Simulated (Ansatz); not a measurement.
Values for one crystal, relaxed and computed with plane-wave PAW r²SCAN+D4 (Ansatz code); other levels are named.

| Quantity | Result |
|---|---|
| Volume per atom | 28.92 Å³ |
| Band gap | 0.85 eV (direct) |
| Highest zone-centre frequency (without LO–TO term) | 167 cm⁻¹ |
| Formation energy from the elements (no fitted shifts) | -0.43 eV/atom |
| Electron effective mass | 0.15, 0.18, 0.30 mₑ (principal values) |
| Debye temperature from the elastic constants | 168 K |
| HSE06 gap on the r²SCAN+D4 cell | 0.99 eV |

Q: Which compound is it?
(A) GeTePb2Se2, P3m1 (Pearson symbol hP6)
(B) SnSe2, CdI2 type
(C) ZnSe, Pnma (Zn on 4c, Se on 4c)
(D) WSe2, P6_3/mmc (W on 2c, Se on 4f)

A: A, GeTePb2Se2, P3m1 (Pearson symbol hP6)

The first step of the workflow began from a Materials Project structure, measured or hypothetical; the Crystallography Open Database copy checked does not list it. Whether it is the stable phase at ambient conditions was not checked. The cell was relaxed with r²SCAN+D4 under the symmetry of its start; its stability against distortions is not shown here. The references are the lowest solids computed at this level, not always the standard phases. Spin–orbit coupling is left out wherever it is not named.

Potentials: the later of the program's two PAW sets.
